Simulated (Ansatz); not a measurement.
Te2Mo:
```
Te2Mo
1.0
    3.47290     0.00000     0.00000
   -1.73645     3.00762     0.00000
    0.00000     0.00000    13.77643
Mo Te
2 4
Direct
  0.33333   0.66667   0.25000
  0.66667   0.33333   0.75000
  0.33333   0.66667   0.61962
  0.66667   0.33333   0.11962
  0.66667   0.33333   0.38038
  0.33333   0.66667   0.88038
```

Relaxed with LDA. Special points in fractions of this cell's reciprocal vectors: Γ (0.000, 0.000, 0.000); M (0.500, 0.000, 0.000); K (0.333, 0.333, 0.000); A (0.000, 0.000, 0.500); L (0.500, 0.000, 0.500); H (0.333, 0.333, 0.500).

List the band energies nearest the valence-band maximum at these points for LDA (plane waves, PAW; program Ansatz).

In eV from the valence-band maximum; about four levels below and three above (degenerate sets whole), none deeper than 8.9 eV; points with the same levels are listed once.

```tsv
k	below	above
Γ	-1.02 -1.02 -0.27 0.00	3.00 3.00 3.16 3.16
M	-1.07 -1.02 -0.58 -0.24	1.32 1.39 1.47
K	-1.87 -1.87 -0.37 -0.09	1.02 1.02 1.06
A	-1.04 -1.04 -1.04 -1.04 -0.07 -0.07	3.05 3.05 3.05 3.05
L	-1.02 -1.02 -0.41 -0.41	1.35 1.35 1.69 1.69
H	-2.06 -2.06 -0.26 -0.26	1.03 1.03 1.58 1.58
```

Space group P6_3/mmc. The LDA relaxation kept the symmetry of its start; of distortions, only those at the zone centre were tested. No spin polarisation was allowed. The volume moved by -17 % from the start of the relaxation. A crystal of weakly bound layers computed without a dispersion correction: the cell and the soft elastic constants depend strongly on that. Spin–orbit coupling is left out wherever it is not named.

Potentials: the later of the program's two PAW sets.
